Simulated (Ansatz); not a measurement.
BiRh (NiAs type, P6_3/mmc) at seven volumes, PBEsol in the plane-wave PAW code Ansatz, shape and atoms relaxed at each. One row is withheld.

| V (Å³/atom) | P (GPa) |
|---|---|
| 18.766 | 15.86 |
| 19.385 | ? |
| 20.003 | 4.34 |
| 20.622 | 0.00 |
| 21.241 | -3.60 |
| 21.859 | -6.59 |
| 22.478 | -9.06 |

Fit the shown pressures and predict the withheld one.

P = (3/2)B₀(x^(7/2) − x^(5/2))[1 + (3/4)(B′ − 4)(x − 1)] with x = (V₀/V)^(2/3). Least squares on the six rows gives V₀ = 20.622 Å³/atom, B₀ = 132 GPa, B′ = 5.20. At V = 19.385, x = 1.0421 and P = 9.59 GPa. The run itself gave 9.57 GPa.

The workflow started from a Materials Project entry (that database holds measured and hypothetical structures alike); the Crystallography Open Database files this formula in space group No. 194, but the cells were not matched. Its standing as an ambient phase is unchecked. The PBEsol relaxation kept the symmetry of its start; of distortions, only those at the zone centre were tested. No spin polarisation was allowed. Scalar-relativistic: spin–orbit coupling is off unless named, which matters more the heavier the elements.

Potentials: the later of the program's two PAW sets.
